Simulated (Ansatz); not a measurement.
ZnSnO₃:
Space group R3c, hexagonal axes (No. 161); a = b = 5.2782 Å, c = 14.0108 Å, α = β = 90.00°, γ = 120.00°

```tsv
atom	site	symmetry	x	y	z
Zn	6a	3.	0.0000	0.0000	0.2155
Sn	6a	3.	0.0000	0.0000	0.4978
O	18b	1	0.0091	0.3073	0.0961
```
(The calculation used a cell of 10 atoms; values per cell refer to that cell.)

Relaxed with PBEsol.

Problem. Give the optical modes at the zone centre with their infrared activity from DFPT, PBEsol in the plane-wave PAW code Ansatz.

Solution. Transverse frequencies, without the LO–TO term; a row sums one degenerate level.

```
ω (cm⁻¹)  degeneracy  IR ((D/Å)²/amu)     activity  symmetry
--------  ----------  ---------------  -----------  --------
109                1             0.00  IR-inactive        A2
134                1             6.62           IR        A1
149                2             3.50           IR         E
186                2             0.02           IR         E
214                2            10.39           IR         E
226                1            25.26           IR        A1
246                2             0.84           IR         E
261                1             0.00  IR-inactive        A2
288                2             0.82           IR         E
382                1             0.00  IR-inactive        A2
400                2            63.40           IR         E
455                1             1.90           IR        A1
464                2            11.95           IR         E
509                2             6.61           IR         E
518                1             0.00  IR-inactive        A2
566                1            20.00           IR        A1
626                2            11.96           IR         E
668                1             0.00  IR-inactive        A2
```

Problem. How high does the top mode go among those that the LO–TO term moves?

Solution. 674 cm⁻¹ for q along x, 674 cm⁻¹ for q along y, 663 cm⁻¹ for q along z.

The PBEsol relaxation kept the symmetry of its start. Spin–orbit coupling is left out wherever it is not named.

Potentials: the later of the program's two PAW sets.
